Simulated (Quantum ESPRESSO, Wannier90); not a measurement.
**Tight-binding from DFT: TiTe$_{2}$ (P-3m1)**

```xyz
3
Lattice="3.8242 0.0000 0.0000 -1.9121 3.3119 0.0000 0.0000 0.0000 6.7183" Properties=species:S:1:pos:R:3 pbc="T T T"
Ti     0.0000     0.0000     0.0000
Te    -1.9121     1.1040    -1.6807
Te     1.9121    -1.1040     1.6807
```

Structure: Materials Project mp-1907, symmetrised, not relaxed again. COD (Crystallography Open Database) has an entry of this formula and space group (matched by these alone). Level: PBEsol, spinors with spin-orbit coupling; pw.x of Quantum ESPRESSO at 68 Ry with PseudoDojo potentials, 6×6×4 k-points, Wannier90. Density: 12×12×6 mesh, cold smearing 0.01 Ry. The cell is built of weakly bound layers, chains or molecules, whose nearest atoms lie 4.02 Å apart. Database cells relaxed without dispersion often hold them too far apart, which can enlarge gaps and weakens couplings between them; spacing and stacking were not compared with the measured crystal.

A tight-binding model is made by disentanglement and projection with no localisation steps (num_iter = 0), so the 34 orbitals stay atom-like: hydrogen-like Ti: s;p;d; Te: s;p, axes along x, y, z; frozen window up to 3.00 eV relative to the Fermi level. It follows pw.x to 5.4 meV rms for states up to 1.0 eV relative to the Fermi level. Matrix elements depend on this choice of orbitals and windows.

### Question
What are the on-site energies relative to the Fermi level, and how fast do the hoppings decay?

### Answer
| atom | orbitals | energy (eV) |
|---|---|---|
| Ti1 | s↑ s↓ | 3.03 |
| Ti1 | pz↑ pz↓ | 6.03 |
| Ti1 | px↑ px↓ py↑ py↓ | 5.74 |
| Ti1 | dz2↑ dz2↓ dxz↑ dxz↓ dyz↑ dyz↓ | 0.36 |
| Ti1 | dx2-y2↑ dx2-y2↓ dxy↑ dxy↓ | 0.29 |
| Te2 | s↑ s↓ | -9.14 |
| Te2 | pz↑ pz↓ | -0.24 |
| Te2 | px↑ px↓ py↑ py↓ | -0.32 |
| Te3 | s↑ s↓ | -9.14 |
| Te3 | pz↑ pz↓ | -0.24 |
| Te3 | px↑ px↓ py↑ py↓ | -0.32 |

| distance of the centres (Å) | largest modulus (eV) |
|---|---|
| 2–3 | 1.5 |
| 3–4 | 0.89 |
| 4–5 | 0.19 |
| 5–6 | 0.15 |
| 6–7 | 0.20 |
| 7–8 | 0.075 |
| 8–9 | 0.017 |
